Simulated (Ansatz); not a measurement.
Sc: energy along a strain

Sc, Fm-3m, a = 4.541 Å (as given, not relaxed at this level: 4.1 GPa). This isn't the element's structure at ambient conditions. Ansatz: r2SCAN, PAW, 500 eV, Γ-centred 18×18×18 mesh on 1 atom, Gaussian smearing 0.15 eV; no spin polarisation. Cell vectors (Å): 0.000 2.271 2.271; 2.271 0.000 2.271; 2.271 2.271 0.000. The cell is strained by x per cent times the pattern (1 0 0 0 0 0) in the order xx yy zz yz xz xy (engineering shears), with fractional coordinates held. y is the free energy over the start, V0 = 23.410 Å³/atom.

| x (%) | y (meV/atom) |
| --- | --- |
| -6.00 | ? |
| -4.50 | 37.70 |
| -3.00 | 22.64 |
| -1.50 | 10.10 |
| 0.00 | 0.00 |
| 1.50 | -7.73 |
| 3.00 | -13.15 |
| 4.50 | -16.31 |
| 5.25 | -17.06 |
| 6.00 | -17.27 |

Task: Fit y = c1 x + c2 x² + c3 x³ to the other rows, get the stiffness along the pattern, and predict the missing energy.

Result: Least squares on the rows shown. y = −5.9386 x + 0.52811 x² − 0.0030282 x³. The clamped-ion stiffness p·C·p = 2 × 5.281 eV × 160.2 / 23.410 Å³ = 72 GPa, which is C11 in these axes (second derivative at the start, which stands under stress). At x = -6.00 the fit asked for gives 55.30 meV/atom. The run gave 55.41 meV/atom, so the fit is 0.11 meV/atom too low, a small miss on the scale of the series.